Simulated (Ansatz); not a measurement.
## SnTe: from a starting cell to a relaxed one

The start is a randomly generated symmetric cell of SnTe (space group No. 46). The structure is fully relaxed (lattice and positions, P = 0) with PBE (plane waves to 420 eV, PAW, scalar-relativistic; Ansatz, a quantum-chemistry and plane-wave program). The first steps use a coarse 6×6×6 k-mesh.

Starting cell:
```yaml
crystal:
  lattice:
    - [-3.08756, 2.63518, 4.75057]
    - [3.08756, -2.63518, 4.75057]
    - [3.08756, 2.63518, -4.75057]
  atoms:
    - { symbol: Sn, position: [0.09052, 0.76635, 0.82416] }
    - { symbol: Sn, position: [0.94219, 0.26635, 0.17584] }
    - { symbol: Te, position: [0.22091, 0.22091, 0.00000] }
    - { symbol: Te, position: [0.22091, 0.72091, 0.50000] }
```

Task: How large is the pressure on the unrelaxed cell, and of which sign?

Result: +16 GPa (positive: the cell is compressed).

Task: What is the largest force in the starting geometry, and on which atom (counted from 1)?

Result: About 6.0 eV/Å, on Sn1, Sn2 (atoms numbered as listed).

Task: Does the structure survive the relaxation? Give the final space group.

Result: The space group goes from Ima2 (No. 46) to P-6m2 (No. 187); the end is AFLOW prototype AB_hP2_187_d_a (B_h, as in WC), with 2 atoms in the primitive cell.

Task: By how much does the energy per atom fall from start to end?

Result: 1.17 eV/atom.

Task: How does the volume per atom move from start to end?

Result: -14.8 %, from 38.65 to 32.94 Å³/atom.

Task: How do the shortest distances between atoms change?

Result: The closest pairs of elements (up to four, under 3.6 Å), start → end: Sn–Te 2.51 → 3.23 Å; Te–Te 3.09 → 4.17 Å; Sn–Sn 3.18 → 4.17 Å.

Task: What band gap does the relaxed structure have at this level?

Result: No gap (metallic).

Task: Give the final cell and atomic positions.

Result: 
Space group P-6m2 (No. 187); a = b = 4.273 Å, c = 4.166 Å, α = β = 90.00°, γ = 120.00°

```
atom  site  symmetry       x       y       z
----  ----  --------  ------  ------  ------
Sn      1f      -6m2  0.6667  0.3333  0.5000
Te      1a      -6m2  0.0000  0.0000  0.0000
```

Final values are on a 11×13×13 k-mesh of the relaxed cell. No spin polarisation in the result.

The run could not lose the symmetry of its start: the end is stationary, and may be a saddle point rather than a minimum.

The relaxed structure here is a generated cell of SnTe: the first start was made by a random draw of sites in a space group, and the end was not matched to a known phase here, so it may be hypothetical. Known forms of SnTe include space group No. 225.
